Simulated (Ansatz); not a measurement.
The relaxed structure here is a generated cell of SiS2: the first start was made by placing the elements on the sites of a structure type, and the end was not matched to a known phase here, so it may be hypothetical.

A relaxed cell of SiS$_{2}$ (P4₂/mnm (No. 136)), relaxed on a k-mesh at least as fine as the one used below. Method: r2SCAN (plane waves to 500 eV, PAW, scalar-relativistic; Ansatz, a first-principles code). Γ-centred k-mesh 2×4×7 on the run's cell (coarser than for final values), Fermi–Dirac smearing 0.05 eV.

```
SiS2
1.0
   11.37340     0.00000     0.00000
    0.00000     5.68670     0.00000
    0.00000     0.00000     3.29491
Si S
4 8
Direct
  0.25000   0.50000   0.50000
  0.75000   0.50000   0.50000
  0.00000   0.00000   0.00000
  0.50000   0.00000   0.00000
  0.40729   0.81459   0.50000
  0.90729   0.81459   0.50000
  0.15729   0.68541   0.00000
  0.65729   0.68541   0.00000
  0.34271   0.31459   0.00000
  0.84271   0.31459   0.00000
  0.09271   0.18541   0.50000
  0.59271   0.18541   0.50000
```

Every atom was then displaced, and the forces became (eV/Å):

```
atom     Fx     Fy     Fz
----  -----  -----  -----
Si1   -0.77   2.08  -2.82
Si2    0.29   1.35   0.45
Si3   -1.36  -1.90  -0.38
Si4   -4.71  -4.75  -3.50
S5     1.78   2.10  -0.24
S6    -0.39  -0.54  -1.08
S7    -1.03   0.19   0.89
S8     0.60  -0.81  -0.15
S9     1.42  -2.66   2.53
S10   -0.84   0.37  -0.04
S11    1.96   1.76   0.95
S12    3.06   2.81   3.39
```

Problem. Which atom was moved farthest relative to the others, and in which direction?

Solution. Si4, by (0.08, 0.21, 0.14) Å (0.26 Å, mean shift removed); the next is S5 with 0.18 Å. Its force makes an angle of 158° with its move.

All displacements (Å):

| atom | ux | uy | uz |
|---|---|---|---|
| Si1 | 0.069 | 0.037 | 0.062 |
| Si2 | 0.125 | 0.008 | -0.035 |
| Si3 | 0.053 | 0.018 | 0.019 |
| Si4 | 0.081 | 0.215 | 0.159 |
| S5 | -0.072 | -0.154 | 0.053 |
| S6 | -0.025 | 0.019 | 0.122 |
| S7 | 0.037 | -0.010 | -0.023 |
| S8 | -0.040 | -0.040 | 0.020 |
| S9 | -0.012 | 0.124 | -0.108 |
| S10 | 0.072 | -0.064 | -0.006 |
| S11 | -0.097 | -0.077 | -0.053 |
| S12 | -0.125 | 0.010 | -0.001 |

Problem. Estimate the energy cost of the displacement in the harmonic approximation and compare with the calculation.

Solution. For a harmonic well ΔE = −½ Σ F·u = 2.143 eV a cell, or 179 meV/atom. The calculated energy relative to the undisplaced cell is +0.166 eV/atom, so the harmonic estimate holds well.

The undisplaced cell is probably no minimum: from this displacement the run went on to Pmn2₁ (No. 31), 0.149 eV/atom below it.

No spin polarisation in the result.
